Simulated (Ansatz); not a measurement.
Pb (fcc (Cu type)), relaxed with PBE+D3(BJ) (Ansatz, a quantum-chemistry and plane-wave program, plane waves, PAW): a = b = c = 4.959 Å, α = β = γ = 90.00°.

The same phase is relaxed and computed with r²SCAN+D4 in the same code. What is the cell now?

a = 4.972 Å, b = 4.972 Å, c = 4.972 Å, α = 90.00°, β = 90.00°, γ = 90.00°.

All cells were relaxed under the symmetry of their starts (and spin orders); stability against distortions was not tested throughout. Spin–orbit coupling is left out wherever it is not named.

Potentials: the earlier of the program's two PAW sets.

Ansatz is a plane-wave DFT program.
